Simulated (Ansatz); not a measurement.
Al$_{3}$GaN$_{4}$:
```yaml
crystal:
  lattice:
    - [4.40699, 0.00000, 0.00000]
    - [0.00000, 4.40699, 0.00000]
    - [0.00000, 0.00000, 4.40699]
  atoms:
    - { symbol: Al, position: [0.50000, 0.50000, 0.00000] }
    - { symbol: Al, position: [0.00000, 0.50000, 0.50000] }
    - { symbol: Al, position: [0.50000, 0.00000, 0.50000] }
    - { symbol: Ga, position: [0.00000, 0.00000, 0.00000] }
    - { symbol: N, position: [0.74471, 0.74471, 0.25529] }
    - { symbol: N, position: [0.74471, 0.25529, 0.74471] }
    - { symbol: N, position: [0.25529, 0.25529, 0.25529] }
    - { symbol: N, position: [0.25529, 0.74471, 0.74471] }
```

Relaxed with PBEsol. PBEsol in the plane-wave PAW code Ansatz gives a gap of 3.32 eV.

**Question.** What gap does HSE06 give on the same cell (Ansatz, PAW)?

**Answer.** 4.62 eV, 1.31 eV more. The hybrid was solved on a coarser mesh and at special points; its gap is the smallest among all of these.

```json
[
 {"k": "Γ", "v1 PBEsol": "0.00", "c1 PBEsol": "3.32", "v1 HSE06": "0.00", "c1 HSE06": "4.62"},
 {"k": "R", "v1 PBEsol": "-0.38", "c1 PBEsol": "5.45", "v1 HSE06": "[?]", "c1 HSE06": "[?]"},
 {"k": "M", "v1 PBEsol": "-0.54", "c1 PBEsol": "7.27", "v1 HSE06": "[?]", "c1 HSE06": "[?]"},
 {"k": "X", "v1 PBEsol": "-0.95", "c1 PBEsol": "5.52", "v1 HSE06": "[?]", "c1 HSE06": "[?]"}
]
```

**Question.** Top valence (v1) and lowest conduction level (c1) in eV from each method's valence maximum (which need not be a listed point): supply the withheld HSE06 values.

**Answer.** 
- M, v1 HSE06: -0.56
- M, c1 HSE06: 9.03
- R, v1 HSE06: -0.38
- R, c1 HSE06: 7.08
- X, v1 HSE06: -1.01
- X, c1 HSE06: 6.97

Cost on shared cores: the PBEsol run (SCF on a 6×6×6 mesh, then bands and DOS) around 60 core-seconds (rough), the HSE06 run (SCF on 4×4×4, then a few points) around 2.9 core-minutes (rough); the tasks are unlike.

Space group P-43m. The workflow started from a Materials Project entry (that database holds measured and hypothetical structures alike); the Crystallography Open Database copy checked does not list it. With Al and Ga taken as one species the cell has the higher symmetry F-43m, so it may be an ordered model of a mixed-site phase. Whether it is the stable phase at ambient conditions was not checked. The cell was relaxed with PBEsol under the symmetry of its start; of distortions, only those at the zone centre were tested. Scalar-relativistic: spin–orbit coupling is off unless named, which matters more the heavier the elements.

Potentials: the later of the program's two PAW sets.
